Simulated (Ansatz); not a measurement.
The cell is InGa3As4, ordered on the zincblende lattice (Pmm2) with 8 atoms a cell; cell and atoms were relaxed with r2SCAN. Space group Pmm2 (No. 25), orthorhombic; conventional cell a = 4.080 Å, b = 8.175 Å, c = 5.779 Å, 24.10 Å³ an atom. Ga has 4 As at 2.46–2.48 Å; As has 3 Ga at 2.45–2.47 Å and 1 In at 2.62 Å; Ga has 4 As at 2.45–2.48 Å; As has 4 Ga at 2.48 Å; In has 4 As at 2.60–2.62 Å; As has 2 Ga at 2.46 Å and 2 In at 2.60 Å.

```cif
data_structure
_symmetry_space_group_name_H-M 'Pmm2'
_symmetry_Int_Tables_number 25
_cell_length_a 4.0802
_cell_length_b 8.1749
_cell_length_c 5.7794
_cell_angle_alpha 90.000
_cell_angle_beta 90.000
_cell_angle_gamma 90.000
_cell_volume 192.78
loop_
_atom_site_label
_atom_site_type_symbol
_atom_site_symmetry_multiplicity
_atom_site_Wyckoff_symbol
_atom_site_fract_x
_atom_site_fract_y
_atom_site_fract_z
_atom_site_occupancy
Ga1 Ga 2 g 0.00000 0.75822 0.99984 1
As1 As 2 h 0.50000 0.76276 0.24031 1
Ga2 Ga 1 c 0.50000 0.00000 0.49804 1
As2 As 1 a 0.00000 0.00000 0.74130 1
In1 In 1 d 0.50000 0.50000 0.50042 1
As3 As 1 b 0.00000 0.50000 0.77994 1
```

The questions ask for values computed with Ansatz on this geometry. Simulation only: non-magnetic, and no claim that this is the phase found in nature.

Given (6×4×4 mesh): r2SCAN gives a direct gap of 0.57 eV at Γ.

(1) Estimate the gap with PBE on 6×4×4.

(2) What does PBE+SOC give for the gap (6×4×4 mesh)?

(3) Estimate the gap with HSE06 on 4×2×4.

(4) What do these levels agree on?

Results:

(1) With PBE the gap is 0.11 eV and direct, at Γ. The gap differs by -0.46 eV from r2SCAN's.

(2) PBE+SOC gives a direct gap of 0.02 eV at Γ. (With 0.02 eV of smearing so small a gap leaves both edges partly filled, and it could close between the points sampled.) Spin-orbit coupling itself accounts for -0.089 eV. The gap differs by -0.55 eV from r2SCAN's.

(3) The HSE06 gap is direct at Γ: 0.96 eV. The gap differs by +0.39 eV from r2SCAN's.

(4) r2SCAN covers 55 % of the step from PBE to HSE06, while HSE06 needs about 8 times r2SCAN's rough cost (on a coarser mesh). For gaps to 0.1 eV, spin-orbit coupling (up to 0.09 eV here) is at the margin. Among these functionals the gap stays direct.

Only the levels marked +SOC include spin-orbit coupling.

Small gaps with spin-orbit coupling can be splittings of inverted bands, not the fundamental gap; semilocal functionals often invert bands that the real crystal keeps in order.

Gaps under 0.1 eV (PBE+SOC) can't be told from a closed one: the bands may be in normal order or already inverted, which a gap's size doesn't show.
